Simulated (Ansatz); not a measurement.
A plane-wave run on ZrBF₄

input.yaml (Ansatz 0.2.0)

```yaml
crystal:
  lattice:
    - [3.389953, 3.104895, 0.0]
    - [3.389953, -3.104895, 0.0]
    - [0.0, 0.0, -6.735083]
  atoms:
    - { symbol: Zr, position: [0.6552, 0.3448, 0.75] }
    - { symbol: Zr, position: [0.3448, 0.6552, 0.25] }
    - { symbol: B, position: [0.1608, 0.8392, 0.75] }
    - { symbol: B, position: [0.8392, 0.1608, 0.25] }
    - { symbol: F, position: [0.292, 0.708, 0.9154] }
    - { symbol: F, position: [0.708, 0.292, 0.4154] }
    - { symbol: F, position: [0.708, 0.292, 0.0846] }
    - { symbol: F, position: [0.292, 0.708, 0.5846] }
    - { symbol: F, position: [0.1956, 0.1332, 0.75] }
    - { symbol: F, position: [0.8044, 0.8668, 0.25] }
    - { symbol: F, position: [0.1332, 0.1956, 0.25] }
    - { symbol: F, position: [0.8668, 0.8044, 0.75] }
  symmetry: { tolerance: 0.0003 }
kpoints:
  mp_grid: { grid: [6, 6, 4], shift: [0, 0, 0] }
  band_path:
    path:
      - [0.0, 0.0, 0.0]
      - [0.5, 0.5, 0.0]
      - [0.54027679, 0.45972321, 0.0]
      - [0.45972321, -0.45972321, 0.0]
      - [0.0, 0.0, 0.0]
      - [0.0, 0.0, -0.5]
      - [0.45972321, -0.45972321, -0.5]
      - [0.54027679, 0.45972321, -0.5]
      - [0.5, 0.5, -0.5]
      - [0.5, 0.5, 0.0]
      - [0.0, 0.0, 0.0]
    npoints: 7
magnetization:
  spin_polarized: false
scf:
  occupations: { method: methfessel_paxton, width: 0.011 }
  lower_state_search: "off"
  max_iter: 200
hamiltonian:
  pseudopotentials: { kind: paw }
  xc: r2scan
basis:
  ecutwfc: 500
  fft_grid_basis: typed
output:
  forces: true
  stress: true
  eigenvalues: true
  bader: true
  populations: true
  elf: true
  write_potential: true
  volumetric_format: npy
  dos:
    e_range: [-12, 8]
    de: 0.05
    projected: { site_lists: { B: [B], F: [F], Zr: [Zr] } }
  write_density: true
checkpoint:
  read: saved_state
```

Command:

```sh
ansatz run input.yaml --threads 1 --pin off --max-ram 2560MiB --backend cpu --events-out ev --progress --plain --runs-dir out
```

The run starts from an earlier solution of this cell. 

Excerpt of what it printed:

```
Pseudopotentials: kind: paw
Pseudopotential: Zr, paw, valence charge 12, recommended cutoff 500 eV (meta_gga), Zr.paw.azcp
Pseudopotential: B, paw, valence charge 3, recommended cutoff 500 eV (meta_gga), B.paw.azcp
Pseudopotential: F, paw, valence charge 7, recommended cutoff 500 eV (meta_gga), F.paw.azcp
Functional definition: r2SCAN
  exchange = r2scan_x(k0 = k0, k1 = k1, a1 = a1)
  correlation = r2scan_c
Crystal: 12 atoms, lattice volume = 141.780 Å³
Basis set: ecut = 500 eV, 3595 PW (Γ), exchange–correlation on 144×144×200 points (64 copies of the dense FFT grid, shifted against one another)
Bands: 55, of which v1, the nominal top of the filled ones, is band 43 counted from 1 (42 counted from 0)
Symmetry: 8 space group operations
Space group: Cmcm (ITA 63), of the structure as read, at distance tolerance 1.6e-3 Å
k-points: 39 of 144
Initial density: read from a saved state, or passed on in memory by an earlier SCF of this step, an earlier step, the calling program or the single point that the run made first
Functional: x = r2scan, c = r2scan; τ floored in thin density (d = 2e-4 eV/Å³)
SCF iter   1: F=—  Δρ=3.11e-3  dr2=7.29e-3  dr2_τ=2.62e-3  defer=1
SCF iter   2: F=—  S|Δr|=    0.00e0  Δρ=1.36e-3  dr2=1.85e-3  dr2_τ=1.62e-4
SCF iter   3: F=—  S|Δr|=    0.00e0  Δρ=7.12e-4  dr2=5.73e-4  dr2_τ=3.38e-5
SCF iter   4: F=—  S|Δr|=    0.00e0  Δρ=3.02e-4  dr2=9.91e-5  dr2_τ=1.44e-5
SCF iter   5: F=—  S|Δr|=    0.00e0  Δρ=9.65e-5  dr2=9.75e-6  dr2_τ=1.33e-6
SCF iter   6: F=—  S|Δr|=    0.00e0  Δρ=5.74e-5  dr2=3.37e-6  dr2_τ=2.02e-7
SCF iter   7: F=—  S|Δr|=    0.00e0  Δρ=1.92e-5  dr2=6.12e-7  dr2_τ=2.82e-8
SCF iter   8: F=—  S|Δr|=    0.00e0  Δρ=1.26e-5  dr2=3.55e-7  dr2_τ=7.48e-9
SCF iter   9: F=—  S|Δr|=    0.00e0  Δρ=7.39e-6  dr2=1.30e-7  dr2_τ=2.25e-9
SCF iter  10: F=-15180.2102 eV  S|Δr|=    0.00e0  Δρ=3.62e-6  dr2=1.58e-8  dr2_τ=1.10e-9
Free energy (F): -15180.2102 eV
Harris-Foulkes:  -15180.2102 eV  (|F-HF|=3.41e-9)
Internal energy: -15180.2099 eV  (E = F + TS)
E sigma→0 (E₀):  -15180.2101 eV
Entropy (-TS):   -0.0002 eV (-0.020 meV/atom)
Fermi energy:    11.5183 eV
--- Per-component energies (eV) ---
  E_band       = -684.0929
  E_kinetic    = 2452.8147
  E_local      = -6534.5211  (includes V_loc(G=0)·N_el)
  E_nonlocal   = 774.2749
  E_hartree    = 2343.8613
  E_xc         = -1004.9112
  E_vxc        = -1427.7771  (∫ρ·V_xc dr)
  E_paw        = -7733.8418  (= ΣΔE_a)
  E_vpaw       = -731.9959  (= ΣTr[D̂ρ^β])
  E_aug_tail   = 0.0084  (compensation charges beyond the density's cutoff)
  E_vtau       = 95.3823  (kinetic-family band-sum trace: ∫τ·v_τ [+ j·A + Jᵃ·Aᵃ] dr)
  E_ewald      = -5477.2776
  E_core_change = -0.6175  (= ΣΔE_core)
  E_smearing   = -0.0002  (= −TS)
--- Forces (eV/Å), atoms counted from 1 ---
  atom   1  Zr     0.0000     0.4771     0.0000
  atom   2  Zr     0.0000    -0.4771     0.0000
  atom   3  B      0.0000    -0.1541     0.0000
  atom   4  B      0.0000     0.1541     0.0000
  atom   5  F      0.0000     0.4513     0.4896
  atom   6  F      0.0000    -0.4513     0.4896
  atom   7  F      0.0000    -0.4513    -0.4896
  atom   8  F      0.0000     0.4513    -0.4896
  atom   9  F      0.2336    -0.9578     0.0000
  atom  10  F     -0.2336     0.9578     0.0000
  atom  11  F      0.2336     0.9578     0.0000
  atom  12  F     -0.2336    -0.9578     0.0000
--- Stress (GPa, compression-positive) ---
       13.8755       0.0000       0.0000
        0.0000      14.1614       0.0000
        0.0000       0.0000      16.3964
  P = ⅓ Tr σ = 14.8111 GPa (148.111 kbar)
--- Bader charges: 12 sites ---
  site symbol  charge [e]  shift [e]
     0     Zr      1.2879     0.0007
     1     Zr      1.2879     0.0007
     2      B      2.5256     0.0005
     3      B      2.5256     0.0005
     4      F     -0.9559     0.0003
     5      F     -0.9559     0.0003
     6      F     -0.9559     0.0003
     7      F     -0.9559     0.0003
     8      F     -0.9509     0.0003
     9      F     -0.9509     0.0003
    10      F     -0.9509     0.0003
    11      F     -0.9509     0.0003
```

Total energies depend on the potentials used, so only differences within one code and one set of settings carry meaning.

Origin: a known structure type with other elements, at an estimated volume, so it need not be a known compound. Caveats: many states at the Fermi level without spin polarisation, so a magnetic state may lie lower.

Cost: 4.9 min on 1 thread of Arm Neoverse N1, with other jobs on the host, peak memory 0.86 GiB (start from a saved density).
